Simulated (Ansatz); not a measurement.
Trial structure of Fe₂Pt, not yet relaxed:

```
Fe Pt
1.0
     4.18105    0.00000    0.00000
    -2.09052    3.62089    0.00000
     0.00000    0.00000    2.56036
Fe Pt
2 1
Direct
  0.33333 0.66667 0.83333
  0.66667 0.33333 0.16667
  0.00000 0.00000 0.50000
```

All numbers below come from Ansatz 0.2.0, DFT PBE, scalar-relativistic, plane waves, PAW. Cutoff 420 eV; k points 6×6×6 on the computed 3-atom cell (Γ-centred); Gaussian smearing, width 0.10 eV; collinear spin from starting moments 4.0 4.0 0.0 μB.

Formation energies are uncorrected and refer to the elements' standard structures at the same level.

**Question.** Estimate its pressure, forces and energy as it stands.

**Answer.** The pressure is 10.7 GPa (the mean over three directions, positive in compression), the largest force is 0.68 eV/Å, and the energy is −0.02 eV/atom against the elements. The shortest distance is 2.56 Å.

**Question.** Is it a good guess?

**Answer.** A good one: relaxing gains under 0.1 eV/atom (the start's value is from the coarse mesh, so the gain is rough) in 8 ionic steps and ends at −0.06 eV/atom on the finer mesh. The symmetry stays P-3m1 (No. 164). The volume per atom grows by 3.6 %, from 12.9 to 13.4 Å³. The shortest distance goes from 2.56 Å (Fe–Pt, Fe–Fe and Pt–Pt) to 2.49 Å (Fe–Fe). Conventional cell: a = 4.185 Å, c = 2.648 Å. Fe has 3 Fe at 2.49 Å, 3 Pt at 2.62 Å, 2 Fe at 2.65 Å, 3 Pt at 2.91 Å and 3 Fe at 3.16 Å; around Pt lie 6 Fe at 2.62 Å, 2 Pt at 2.65 Å and 6 Fe at 2.91 Å.

The last run used collinear spin, a 12×12×18 mesh (in the run's order of axes) for its 3-atom cell and Gaussian smearing of 0.10 eV. Spin–orbit coupling, which can matter for Pt, is left out. Another magnetic order may lie lower. The relaxation can't lower the symmetry of the start, and the grade says only how near the guess is to its own end. Symmetry constrained the relaxation, so the result can be a saddle point.
